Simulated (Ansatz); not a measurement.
A plane-wave DFT run in Ansatz 0.2.0 (scalar-relativistic PAW potentials unless the input names others): input and command.

```yaml
crystal:
  lattice:
    - [5.1293876728, 0.0, 0.0]
    - [-2.5646938364, 4.4421800305, 0.0]
    - [0.0, 0.0, 3.2944813086]
  atoms:
    - { symbol: Mg, position: [0.3333333333, 0.6666666667, 0.75], spin: 0.2 }
    - { symbol: Mg, position: [0.6666666667, 0.3333333333, 0.25], spin: 0.2 }
    - { symbol: B, position: [0.885758294, 0.771516588, 0.75], spin: 0.2 }
    - { symbol: B, position: [0.114241706, 0.228483412, 0.25], spin: 0.2 }
    - { symbol: B, position: [0.228483412, 0.114241706, 0.75], spin: 0.2 }
    - { symbol: B, position: [0.771516588, 0.885758294, 0.25], spin: 0.2 }
    - { symbol: B, position: [0.114241706, 0.885758294, 0.25], spin: 0.2 }
    - { symbol: B, position: [0.885758294, 0.114241706, 0.75], spin: 0.2 }
kpoints:
  mp_grid: { grid: [12, 12, 12] }
hamiltonian:
  xc: pbe
scf:
  occupations: { method: gaussian, width: 0.1 }
output:
  forces: true
  eigenvalues: true
  stress: true
magnetization:
  spin_polarized: true
accuracy: low
```

```bash
ansatz run input.yaml --threads 1 --pin off --max-ram 2560MiB --backend cpu --events-out ev --progress --plain --runs-dir out
```

Abridged log:
```
Basis set: ecut = 420 eV, 1457 PW (Γ), exchange–correlation on 72×72×48 points (8 copies of the dense FFT grid, shifted against one another)
Bands: 28, of which v1, the nominal top of the filled ones, is band 19 counted from 1 (18 counted from 0)
Symmetry: 24 space group operations
k-points: 133 of 1728
SCF iter   1: F=—  HF=-4781.528581 eV  |F-HF|=—  |Δ(HF+E_count)|=         —  Δρ=3.79e-2 (↑3.32e-2 ↓3.79e-2) dr2=9.40e0  dr2_m=2.29e-1  M=0.200 μB ∫|m|=0.208 μB  β_m=0.30  ethr=3.10e-3  ⟨swp⟩=6.4  Hψ=34845  notcnv=0  defer=5
spin=Collinear: Kerker preconditioning applied to the charge; magnetization (m = ρ↑ − ρ↓) channel mixes plain (no charge-response kernel on spin).
SCF iter   2: F=—  HF=-4780.401164 eV  |F-HF|=—  |Δ(HF+E_count)|=    1.13e0  Δρ=2.82e-2 (↑2.50e-2 ↓2.82e-2) dr2=5.66e0  dr2_m=1.15e-1  M=0.162 μB ∫|m|=0.168 μB  β_m=0.30  ethr=3.10e-3  ⟨swp⟩=2.0  Hψ=11240  notcnv=0  defer=816
SCF iter   3: F=—  HF=-4778.765083 eV  |F-HF|=—  |Δ(HF+E_count)|=    1.64e0  Δρ=1.17e-2 (↑1.17e-2 ↓1.07e-2) dr2=1.21e-1  dr2_m=5.52e-2  M=0.183 μB ∫|m|=0.186 μB  β_m=0.30  ethr=3.10e-3  ⟨swp⟩=3.2  Hψ=12831  notcnv=0  defer=812
SCF iter   4: F=—  HF=-4778.755358 eV  |F-HF|=—  |Δ(HF+E_count)|=   9.72e-3  Δρ=8.57e-3 (↑8.57e-3 ↓7.77e-3) dr2=7.35e-2  dr2_m=2.91e-2  M=0.139 μB ∫|m|=0.142 μB  β_m=0.30  ethr=3.19e-4  ⟨swp⟩=1.3  Hψ=9608  notcnv=0  defer=770
SCF iter   5: F=—  HF=-4778.734074 eV  |F-HF|=—  |Δ(HF+E_count)|=   2.13e-2  Δρ=5.10e-3 (↑5.10e-3 ↓4.52e-3) dr2=1.29e-3  dr2_m=1.55e-2  M=0.102 μB ∫|m|=0.104 μB  β_m=0.30  ethr=1.93e-4  ⟨swp⟩=2.8  Hψ=12254  notcnv=0  defer=770
SCF iter   6: F=—  HF=-4778.737397 eV  |F-HF|=—  |Δ(HF+E_count)|=   3.32e-3  Δρ=3.67e-3 (↑3.67e-3 ↓3.33e-3) dr2=7.13e-4  dr2_m=8.20e-3  M=0.080 μB ∫|m|=0.082 μB  β_m=0.30  ethr=3.40e-6  ⟨swp⟩=2.4  Hψ=9716  notcnv=0  defer=770
SCF iter   7: F=—  HF=-4778.739320 eV  |F-HF|=—  |Δ(HF+E_count)|=   1.92e-3  Δρ=2.61e-3 (↑2.45e-3 ↓2.61e-3) dr2=7.37e-5  dr2_m=4.38e-3  M=0.063 μB ∫|m|=0.065 μB  β_m=0.30  ethr=1.88e-6  ⟨swp⟩=2.0  Hψ=11644  notcnv=0  defer=770
Mixer restart at iter 7: flushing history
spin-set hold released at iteration 7 (site moments contracting): the magnetisation degrees of freedom join the quasi-Newton model from the next iteration; the mixer history was flushed
SCF iter   8: F=—  HF=-4778.740608 eV  |F-HF|=—  |Δ(HF+E_count)|=   1.29e-3  Δρ=1.89e-3 (↑1.82e-3 ↓1.89e-3) dr2=4.17e-5  dr2_m=2.36e-3  M=0.050 μB ∫|m|=0.051 μB  β_m=0.65  ethr=1.94e-7  ⟨swp⟩=2.7  Hψ=11181  notcnv=0  defer=770
SCF iter   9: F=—  HF=-4778.742468 eV  |F-HF|=—  |Δ(HF+E_count)|=   1.86e-3  Δρ=2.00e-4 (↑1.88e-4 ↓2.00e-4) dr2=3.03e-6  dr2_m=2.55e-5  M=0.009 μB ∫|m|=0.010 μB  β_m=0.82  ethr=1.10e-7  ⟨swp⟩=2.0  Hψ=11759  notcnv=0  defer=770
SCF iter  10: F=—  HF=-4778.742512 eV  |F-HF|=—  |Δ(HF+E_count)|=   4.40e-5  Δρ=5.91e-5 (↑5.42e-5 ↓5.91e-5) dr2=4.90e-7  dr2_m=2.13e-6  M=0.003 μB ∫|m|=0.003 μB  β_m=0.91  ethr=7.97e-9  ⟨swp⟩=2.8  Hψ=11966  notcnv=0  defer=770
SCF iter  11: F=—  HF=-4778.742517 eV  |F-HF|=—  |Δ(HF+E_count)|=   5.17e-6  Δρ=6.19e-6 (↑6.17e-6 ↓6.19e-6) dr2=1.48e-8  dr2_m=2.24e-8  M=0.000 μB ∫|m|=0.000 μB  β_m=0.96  ethr=2.63e-10  ⟨swp⟩=11.5  Hψ=39882  notcnv=0
SCF iter  12: F=—  HF=-4778.742517 eV  |F-HF|=—  |Δ(HF+E_count)|=   6.74e-8  Δρ=1.29e-6 (↑1.26e-6 ↓1.29e-6) dr2=2.01e-9  dr2_m=6.13e-10  M=0.000 μB ∫|m|=0.000 μB  β_m=0.93  ethr=3.89e-11  ⟨swp⟩=3.8  Hψ=19341  notcnv=0
SCF iter  13: F=-4778.742517 eV  HF=-4778.742517 eV  |F-HF|=3.82e-11  |Δ(HF+E_count)|=  8.38e-10  Δρ=2.55e-7 (↑2.55e-7 ↓2.35e-7) dr2=1.19e-10  dr2_m=2.01e-11  M= 0.000 μB ∫|m|=0.000 μB  ethr=5.28e-12  ⟨swp⟩=3.0  Hψ=17479  notcnv=0
SCF 1 converged in 13 iterations: F = -4778.742517 eV  dr2 = 1.19e-10
WARN: the starting moments were not kept: the SCF closed with an absolute magnetisation of 8.8e-6 μB, where they sum to 1.6 μB in size (8 sites). That is at most 0.1 of that sum. Measured as dr2_m measures the in/out step, that magnetisation stands 4.1e-12 eV from none, at or under the dr2_threshold of 1.0e-7 eV: it is no larger than a step whose dr2_m would equal this threshold. The system may hold no moment; this SCF shows only that its start led to no more than that. To try another start: raise the starting moments (crystal.atoms[].spin, magnetization.per_species, magnetization.initial_magn ...
SCF converged after 13 iterations
Magnetization:  0.0000 μB (19.0000 up, 19.0000 down)
Absolute magnetization: 0.0000 μB (∫|ρ↑−ρ↓|, with the PAW one-centre terms)
Spin contamination: 0.0000 ħ² per cell (⟨S²⟩ above its minimum at these occupations)
Per-site moments (μB) at R_I (Å): [(1.40802157e-7, 1.05185241), (1.40802157e-7, 1.05185241), (-4.37676470e-7, 0.72516262), (-4.37676470e-7, 0.72516262), (-4.37676470e-7, 0.72516262), (-4.37676470e-7, 0.72516262), (-4.37676470e-7, 0.72516262), (-4.37676470e-7, 0.72516262)]
Free energy (F): -4778.742517 eV
Harris-Foulkes:  -4778.742517 eV  (|F-HF|=3.82e-11)
Internal energy: -4778.731968 eV  (E = F + TS)
E sigma→0 (E₀):  -4778.737242 eV
Entropy (-TS):   -0.010549 eV (-1.319 meV/atom)
Fermi energy:    9.334374 eV
--- Forces (eV/Å), atoms counted from 1 ---
  atom   1  Mg     0.00000000     0.00000000     0.00000000
  atom   2  Mg     0.00000000     0.00000000     0.00000000
  atom   3  B      0.00000000     0.00164285     0.00000000
  atom   4  B      0.00000000    -0.00164285     0.00000000
  atom   5  B     -0.00142275    -0.00082143     0.00000000
  atom   6  B      0.00142275     0.00082143     0.00000000
  atom   7  B     -0.00142275     0.00082143     0.00000000
  atom   8  B      0.00142275    -0.00082143     0.00000000
--- Stress (GPa, compression-positive) ---
        0.004097       0.000000       0.000000
        0.000000       0.004097       0.000000
        0.000000       0.000000      -0.044929
  P = ⅓ Tr σ = -0.0122 GPa (-0.122 kbar)
```

Apart from outputs, empty bands and the relaxation, which only the reference makes, the input differs from a reference run on usual settings in magnetization: not typed → {"spin_polarized": true} (small starting moments); accuracy: not typed → "low"; basis.ecutwfc: 420 → not typed. The reference, at the same geometry, ended its own course with pressure -0.01 GPa, largest force 0.002 eV/Å, no gap on the mesh. This run converged in 13 SCF iterations with an energy at zero smearing within 0.01 meV/atom of the reference's, pressure -0.01 GPa, largest force 0.002 eV/Å, no gap on the mesh. Its accuracy level is looser than usual, yet energy, pressure and forces hardly moved.

It took 19 s on 1 thread of Intel(R) Xeon(R) 6975P-C (Granite Rapids) (shared host), peak memory 0.64 GiB.